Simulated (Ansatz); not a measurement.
MoS₂ in space group P6_3/mmc (No. 194; Mo on 2b, S on 4f) is relaxed with r²SCAN+D4 (plane waves, PAW; program Ansatz). What lattice parameters of the conventional cell result?

a = 3.177 Å, c = 12.581 Å.

Give the free coordinates with the occupied sites.

In one choice of origin and axes:

```
atom  site  symmetry       x       y       z
----  ----  --------  ------  ------  ------
Mo      2b      -6m2  0.0000  0.0000  0.2500
S       4f       3m.  0.3333  0.6667  0.1267
```

Is it a metal or does it have a gap at this level?

A gap of 1.05 eV, indirect.

The first step of the workflow began from a Materials Project structure, measured or hypothetical. Its sites differ from those of the usual phase in this space group: another stacking or structure type. Symmetry was held in the r²SCAN+D4 relaxation; phonons on a q-mesh show no instability. The run is not spin-polarised. Spin–orbit coupling is left out wherever it is not named.

Potentials: the earlier of the program's two PAW sets.
